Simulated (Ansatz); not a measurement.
**RuS2: do the settings matter for the field gradients?**

This input was run with Ansatz:

```yaml
crystal:
  lattice:
    - [5.57, 0.0, 0.0]
    - [0.0, 5.57, 0.0]
    - [0.0, 0.0, 5.57]
  atoms:
    - { symbol: Ru, position: [0.0, 0.0, 0.0], spin: 2.0 }
    - { symbol: Ru, position: [0.5, 0.0, 0.5], spin: 2.0 }
    - { symbol: Ru, position: [0.5, 0.5, 0.0], spin: 2.0 }
    - { symbol: Ru, position: [0.0, 0.5, 0.5], spin: 2.0 }
    - { symbol: S, position: [0.625, 0.625, 0.625] }
    - { symbol: S, position: [0.875, 0.375, 0.125] }
    - { symbol: S, position: [0.125, 0.875, 0.375] }
    - { symbol: S, position: [0.375, 0.125, 0.875] }
    - { symbol: S, position: [0.375, 0.375, 0.375] }
    - { symbol: S, position: [0.125, 0.625, 0.875] }
    - { symbol: S, position: [0.875, 0.125, 0.625] }
    - { symbol: S, position: [0.625, 0.875, 0.125] }
magnetization:
  spin_polarized: true
kpoints:
  mp_grid: { grid: [1, 1, 1] }
scf:
  occupations: { method: fermi_dirac, width: 0.05 }
  max_iter: 75
hamiltonian:
  xc: pbe
  pseudopotentials: { kind: paw }
output:
  forces: true
  stress: true
  populations: true
  efg:
    quadrupole_moments_barn: { Ru: 0.079, S: -0.0694 }
    contact_densities: true
```

```sh
ansatz run input.yaml --threads 1 --pin off --max-ram 3072MiB --backend cpu --events-out ev --progress --plain --runs-dir out
```

It converged. Of its output the block on the nuclei alone is shown, without the SCF iterations, energies, forces and stress (one atom of each set):

```
--- PAW observables at the nuclei: V_zz in 10²¹ V/m², potentials from the cell's mean, atoms counted from 1 ---
  atom   1  Ru V_zz =    -3.430051   η = 0.0000   by run symmetry: allowed   C_q = -6.5521 MHz
            electrostatic potential = -6796.333701 V   contact ρ = 719486.365028 e/Å³   contact ρ_s (e/Å³): all electrons -0.765651, valence +1.200959
  atom   5  S  V_zz =   +12.786722   η = 0.0000   by run symmetry: allowed   C_q = -21.4572 MHz
            electrostatic potential = -1638.766913 V   contact ρ = 19770.708653 e/Å³   contact ρ_s (e/Å³): all electrons +0.428010, valence +0.427963
```

Q: Can these gradients be trusted, and how do they compare with a run on standard settings?

A: No. Against the standard input the change is `kpoints.mp_grid.grid`: [6, 6, 6] → [1, 1, 1]; `scf.max_iter`: not typed → 75. A site carries the number of its first atom; V_zz in 10²¹ V/m².

```csv
site,V_zz standard,η standard,V_zz here,η here
Ru,-6.36,0.00,-3.43,0.00
S,11.77,0.00,12.79,0.00
```

The largest change of V_zz is on Ru, from -6.36 to -3.43. In per cent, |V_zz| changes by -46 on Ru, +9 on S (all sites that start above 2). At these positions the changed run has forces up to 3.5 eV/Å, so its atoms aren't at their own equilibrium. Its pressure is 4 GPa, against 10 GPa in the reference run. The absolute magnetisation of the cell goes from 0.0 to 2.2 μB. SCF iterations: 10 and 10. New warnings: stability check not made. The changed input holds the Γ point alone as its k-mesh, so its numbers aren't properties of the crystal.

On the reference run: At this cell the PBE pressure is 10 GPa, so with PBE the cell would grow if it were relaxed. The entry's cell may itself be off. The largest force is 1.2 eV/Å, so the atoms aren't at the calculated equilibrium and relaxing them would move these values. The run finds no gap above 0.1 eV (a metal, or nearly one), so the gradients can move by 10 % or more with the k-mesh. Without spin–orbit coupling (the program notes it for Ru) the gradients can shift somewhat, as the gap is small. With these PAW files V_zz is typically within 2 to 3 % of all-electron values, but misses above 10 % occur on Ru. Semilocal functionals make gaps too small and can close them, so the real compound need not be a metal. The start moments die out, and the run ends without spin.
